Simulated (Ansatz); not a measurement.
GaAs in space group I-4m2 (No. 119; Ga on 2c, As on 2a) at seven volumes, plane-wave PAW PBEsol (Ansatz code), shape and atoms relaxed at each. One row is withheld.

| V (Å³/atom) | P (GPa) |
|---|---|
| 16.642 | ? |
| 17.191 | 5.56 |
| 17.740 | 2.55 |
| 18.288 | 0.00 |
| 18.837 | -2.14 |
| 19.385 | -3.95 |
| 19.934 | -5.45 |

Fit the shown pressures and predict the withheld one.

P = (3/2)B₀(x^(7/2) − x^(5/2))[1 + (3/4)(B′ − 4)(x − 1)] with x = (V₀/V)^(2/3). Least squares on the six rows gives V₀ = 18.288 Å³/atom, B₀ = 77.6 GPa, B′ = 4.74. At V = 16.642, x = 1.0649 and P = 9.16 GPa. The run itself gave 9.11 GPa.

The first step of the workflow began from a Materials Project structure, measured or hypothetical; the Crystallography Open Database copy checked does not list it. It is not the phase usual at ambient conditions (space group No. 216). Symmetry was held in the PBEsol relaxation; whether a distortion lowers the energy is not shown.

Potentials: the later of the program's two PAW sets.
